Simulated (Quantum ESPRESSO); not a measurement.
Inputs of pw.x and gipaw.x (a modified build of Quantum ESPRESSO, PBE) for Cs₂AgAsF₆; the starting potential comes from an earlier run on another mesh:

```
&CONTROL
  calculation = 'scf'
  prefix = 'x'
  pseudo_dir = './pseudo'
  outdir = './out'
  tprnfor = .true.
/
&SYSTEM
  ibrav = 0
  nat = 10
  ntyp = 4
  ecutwfc = 45
  ecutrho = 180
  occupations = 'fixed'
  nbnd = 43
/
&ELECTRONS
  conv_thr = 1e-11
  startingpot = 'file'
/
ATOMIC_SPECIES
Cs 132.905 Cs.GGA_PBE-JTH.UPF
Ag 107.868 Ag.GGA_PBE-JTH.UPF
As 74.922 As.GGA_PBE-JTH.UPF
F 18.998 F.GGA_PBE-JTH.UPF
CELL_PARAMETERS angstrom
    0.000000000000     4.597610000000     4.597610000000
    4.597610000000     0.000000000000     4.597610000000
    4.597610000000     4.597610000000     0.000000000000
ATOMIC_POSITIONS crystal
Cs     0.750000000000     0.750000000000     0.750000000000
Cs     0.250000000000     0.250000000000     0.250000000000
Ag     0.500000000000     0.500000000000     0.500000000000
As     0.000000000000     0.000000000000     0.000000000000
F      0.773280000000     0.226720000000     0.226720000000
F      0.226720000000     0.773280000000     0.773280000000
F      0.226720000000     0.773280000000     0.226720000000
F      0.773280000000     0.226720000000     0.773280000000
F      0.226720000000     0.226720000000     0.773280000000
F      0.773280000000     0.773280000000     0.226720000000
K_POINTS automatic
4 4 4 1 1 1
```

```
&INPUTGIPAW
  job = 'nmr'
  prefix = 'x'
  tmp_dir = './out/'
  restart_mode = 'from_scratch'
  pawproj(1) = .true.
  pawproj(2) = .true.
  pawproj(3) = .true.
  pawproj(4) = .true.
  use_nmr_macroscopic_shape = .false.
/
```

Geometry: a computed entry of the Materials Project; it was not checked against measured cells. It is Cs2AgAsF6 in Fm-3m; whether this form has been observed was not checked. Stability against distortions was not tested. The run has no spin polarisation.

Question: What does gipaw.x print for the total shieldings?

Answer: 
```
     Total NMR chemical shifts in ppm: ---------------------------------------
     (adopting the Simpson convention for anisotropy and asymmetry)-----------

     Atom  1  Cs  pos: (  1.060660  1.060660  1.060660)  Total sigma:        5497.30
          5497.3034         -0.0000          0.0000
            -0.0000       5497.3034         -0.0000
             0.0000         -0.0000       5497.3034

     Cs      1    anisotropy:      0.00    eta:    0.0000

     Atom  2  Cs  pos: (  0.353553  0.353553  0.353553)  Total sigma:        5497.30
          5497.3034         -0.0000          0.0000
            -0.0000       5497.3034          0.0000
             0.0000         -0.0000       5497.3034

     Cs      2    anisotropy:      0.00    eta:    0.0000

     Atom  3  Ag  pos: (  0.707107  0.707107  0.707107)  Total sigma:        4124.02
          4124.0164          0.0000          0.0000
             0.0000       4124.0164          0.0000
             0.0000          0.0000       4124.0164

     Ag      3    anisotropy:      0.00    eta:    0.0000

     Atom  4  As  pos: (  0.000000  0.000000  0.000000)  Total sigma:        1070.84
          1070.8441         -0.0000         -0.0000
            -0.0000       1070.8441         -0.0000
            -0.0000         -0.0000       1070.8441

     As      4    anisotropy:     -0.00    eta:    0.0000

     Atom  5  F   pos: (  0.320630  0.707107  0.707107)  Total sigma:         166.77
           264.9519          0.0000          0.0000
            -0.0000        117.6750          0.0000
             0.0000         -0.0000        117.6750

     F       5    anisotropy:    147.28    eta:    0.0000

     Atom  6  F   pos: (  1.093583  0.707107  0.707107)  Total sigma:         166.77
           264.9519          0.0000          0.0000
             0.0000        117.6750         -0.0000
             0.0000          0.0000        117.6750

     F       6    anisotropy:    147.28    eta:    0.0000

     Atom  7  F   pos: (  0.707107  0.320630  0.707107)  Total sigma:         166.77
           117.6750          0.0000         -0.0000
             0.0000        264.9519          0.0000
             0.0000          0.0000        117.6750

     F       7    anisotropy:    147.28    eta:    0.0000

     Atom  8  F   pos: (  0.707107  1.093583  0.707107)  Total sigma:         166.77
           117.6750          0.0000          0.0000
             0.0000        264.9519         -0.0000
            -0.0000         -0.0000        117.6750

     F       8    anisotropy:    147.28    eta:    0.0000

     Atom  9  F   pos: (  0.707107  0.707107  0.320630)  Total sigma:         166.77
           117.6750         -0.0000         -0.0000
            -0.0000        117.6750          0.0000
             0.0000         -0.0000        264.9519

     F       9    anisotropy:    147.28    eta:    0.0000

     Atom 10  F   pos: (  0.707107  0.707107  1.093583)  Total sigma:         166.77
           117.6750         -0.0000          0.0000
            -0.0000        117.6750          0.0000
             0.0000          0.0000        264.9519

     F      10    anisotropy:    147.28    eta:    0.0000
```
The printed anisotropy is 3/2 (σ_33 − σ_iso) in the program's own order; the axes are left out here. Anisotropies that symmetry doesn't fix are less certain than the isotropic values. These are absolute shieldings with no macroscopic susceptibility term; δ = σ_ref − σ needs a reference computed alike. In our sweeps, cutoffs and meshes of this size left a few ppm, and up to some 20 ppm on atoms from Zn on. Spin–orbit coupling is left out; its weight grows with the heaviest atom, Cs here.
